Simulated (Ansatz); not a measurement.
Zr3N4:
```yaml
crystal:
  lattice:
    - [-3.35129, 3.35129, 3.35129]
    - [3.35129, -3.35129, 3.35129]
    - [3.35129, 3.35129, -3.35129]
  atoms:
    - { symbol: Zr, position: [0.25000, 0.62500, 0.37500] }
    - { symbol: Zr, position: [0.75000, 0.87500, 0.12500] }
    - { symbol: Zr, position: [0.37500, 0.25000, 0.62500] }
    - { symbol: Zr, position: [0.12500, 0.75000, 0.87500] }
    - { symbol: Zr, position: [0.62500, 0.37500, 0.25000] }
    - { symbol: Zr, position: [0.87500, 0.12500, 0.75000] }
    - { symbol: N, position: [0.14181, 0.14181, 0.14181] }
    - { symbol: N, position: [0.50000, 0.00000, 0.35819] }
    - { symbol: N, position: [0.00000, 0.35819, 0.50000] }
    - { symbol: N, position: [0.35819, 0.50000, 0.00000] }
    - { symbol: N, position: [0.64181, 0.64181, 0.64181] }
    - { symbol: N, position: [0.50000, 0.00000, 0.85819] }
    - { symbol: N, position: [0.85819, 0.50000, 0.00000] }
    - { symbol: N, position: [0.00000, 0.85819, 0.50000] }
```

x, y and z are the axes in which the lattice vectors are written.

Question: Give the high-frequency dielectric tensor and the Born effective charge tensors of the independent atoms from DFPT, plane-wave PAW PBEsol (Ansatz code).

Answer: 
ε∞:
```
13.2  0.00  0.00
0.00  13.2  0.00
0.00  0.00  13.2
```
Z* of atom 1 (Zr), rows: field, columns: displacement, in e:
```
 4.75   0.00   0.00
 0.00   5.06  -0.01
 0.00   0.01   5.06
```
Z* of atom 7 (N), rows: field, columns: displacement, in e:
```
-3.72  -0.38  -0.07
-0.07  -3.72  -0.38
-0.38  -0.07  -3.72
```

Static charges for comparison (Bader): Zr1 +2.17, N7 -1.63 e. Born charges measure polarisation by displacement and can exceed these by far.

Space group I-43d. The PBEsol relaxation kept the symmetry of its start. No spin polarisation was allowed. Scalar-relativistic: spin–orbit coupling is off unless named, which matters more the heavier the elements.

Potentials: the later of the program's two PAW sets.
